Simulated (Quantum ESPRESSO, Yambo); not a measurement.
**Quasiparticle gap of KZnF3**

Space group Pm-3m (No. 221); a = b = c = 4.0474 Å, α = β = γ = 90.00°

```tsv
atom	site	symmetry	x	y	z
F	3c	4/mm.m	0.0000	0.5000	0.5000
K	1a	m-3m	0.0000	0.0000	0.0000
Zn	1b	m-3m	0.5000	0.5000	0.5000
```

The geometry is that of Materials Project entry mp-5878, symmetrised and not relaxed again.

Starting point: PBEsol (pw.x of Quantum ESPRESSO, ONCV potentials, scalar-relativistic). G0W0 in Yambo: 4×4×4 Γ-centred k mesh, bands 5 to 134 and a 8 Ry block in the screening, 134 bands in G with the Bruneval-Gonze terminator, plasmon pole fitted at 27.2 eV.

| Property | Result |
|---|---|
| PBEsol gap along the band path | 3.84 eV |
| PBEsol gap between the mesh's edge points (R → Γ) | 3.84 eV |
| G0W0 gap between the same points | 7.49 eV |
| PBEsol smallest direct gap on the mesh (at Γ) | 5.58 eV |
| G0W0 direct gap at that point | 9.13 eV |

| k point | band | E PBEsol (eV) | E QP (eV) | shift (eV) | Z |
|---|---|---|---|---|---|
| Γ | VB | -1.74 | -3.94 | -2.20 | 0.81 |
| Γ | CB | 3.84 | 5.18 | 1.34 | 0.87 |
| X | VB | -1.61 | -4.26 | -2.65 | 0.82 |
| X | CB | 6.62 | 8.35 | 1.73 | 0.86 |
| M | VB | 0.00 | -2.31 | -2.31 | 0.82 |
| M | CB | 8.10 | 10.16 | 2.07 | 0.85 |
| R | VB | 0.00 | -2.30 | -2.30 | 0.82 |
| R | CB | 8.46 | 10.23 | 1.77 | 0.88 |

Energies count from the PBEsol valence-band maximum.

Nearest settings tried, and what they do to the gap: 90 bands in W, 90 bands in G: +171 meV; 7 Ry block (171 vectors against 179): +1 meV; 2×2×2 mesh: +5 meV. So the settings aren't converged at that level. Oxides, nitrides and fluorides with a shallow 3d shell are known to need far more bands and larger blocks.

The cell is held in this high symmetry; tilts and polar distortions were not searched.
